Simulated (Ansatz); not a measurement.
Data:

Starting cell, MgS (rock salt):

```
MgS
1.0
    0.00000     2.61485     2.61485
    2.61485     0.00000     2.61485
    2.61485     2.61485     0.00000
S Mg
1 1
Direct
  0.00000   0.00000   0.00000
  0.50000   0.50000   0.50000
```

A phonon eigenvector at Γ is frozen into this cell: atom i moves by Q times the vector below, so Q is the largest atomic displacement, in Å. The cell is held. It is one choice among 3 degenerate patterns.

```csv
atom,x,y,z
S1,0.000,0.000,0.758
Mg2,0.000,0.000,-1.000
```

The numbers are results of PBE (plane waves to 420 eV, PAW, scalar-relativistic; Ansatz, a first-principles code), not measurements. k mesh 11×11×11 (Γ-centred), Fermi-Dirac smearing 0.05 eV. The energy includes the smearing's −TS. MgS was relaxed with its symmetry unable to fall. ΔE is measured from the undisplaced structure.

The scan covers Q from -0.100 to 0.100 Å in 13 points.

Q: Is this a single well or a double well?

A: A single well with its minimum at or next to zero displacement.

Q: Which space group does the distorted structure have?

A: I4mm (No. 107), lowered from Fm-3m.

Q: Is the energy the same for equal positive and negative displacements?

A: Even: the same for both signs.

Q: What is the energy change at Q = 0.100 Å?

A: 43.3 meV/cell.

Q: What harmonic wavenumber does the curvature at Q = 0 give?

A: 224 cm⁻¹.

(For displaced atoms, the force is minus the slope of the energy, and its curvature is a force constant, which sets phonon frequencies.)
